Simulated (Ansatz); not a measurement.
Consider the following.

KTaO₃ (cubic perovskite)

```xyz
10
Lattice="8.0488 0.0000 0.0000 4.0244 4.0244 0.0000 0.0000 0.0000 4.0244" Properties=species:S:1:pos:R:3 pbc="T T T"
K      0.0000     0.0000     0.0000
K      4.0244     0.0000     0.0000
Ta     2.0122     2.0122     2.0122
Ta     6.0366     2.0122     2.0122
O      8.0488     2.0122     2.0122
O      4.0244     2.0122     2.0122
O      2.0122     2.0122     0.0000
O      6.0366     2.0122     0.0000
O      2.0122     0.0000     2.0122
O      6.0366     0.0000     2.0122
```

A phonon eigenvector at M = (0.5, 0.5, 0.0) is frozen into this cell: atom i moves by Q times the vector below, so Q is the largest atomic displacement, in Å. The cell is held. It is one choice among 2 degenerate patterns. (q is in reciprocal vectors of the primitive cell; the cell shown is doubled to hold the pattern.)

| atom | x | y | z |
|---|---|---|---|
| K1 | 0.107 | 0.000 | 0.000 |
| K2 | -0.107 | 0.000 | 0.000 |
| Ta3 | 0.000 | -0.180 | 0.000 |
| Ta4 | 0.000 | 0.180 | 0.000 |
| O7 | 0.000 | 1.000 | 0.000 |
| O8 | 0.000 | -1.000 | 0.000 |

Atoms not listed stay in place.

These are PBE (plane waves to 420 eV, PAW, scalar-relativistic; Ansatz, a first-principles code) values and carry that method's errors. k mesh 8×8×8 (Γ-centred), Fermi-Dirac smearing 0.05 eV. The energy includes the smearing's −TS. KTaO3 is run without spin polarisation. KTaO3 was relaxed with its symmetry unable to fall. Spin-orbit coupling is left out, though Ta is heavy. ΔE is measured from the undisplaced structure.

The scan covers Q from -0.280 to 0.280 Å in 13 points.

Task: Is this a single well or a double well?

Result: A single well with its minimum at or next to zero displacement.

Task: Which space group does the distorted structure have?

Result: Cmmm (No. 65), lowered from Pm-3m.

Task: What is the energy change at Q = 0.280 Å?

Result: 816 meV/cell.

Task: What harmonic wavenumber does the curvature at Q = 0 give?

Result: 351 cm⁻¹.

(For displaced atoms, the force is minus the slope of the energy, and its curvature is a force constant, which sets phonon frequencies.)
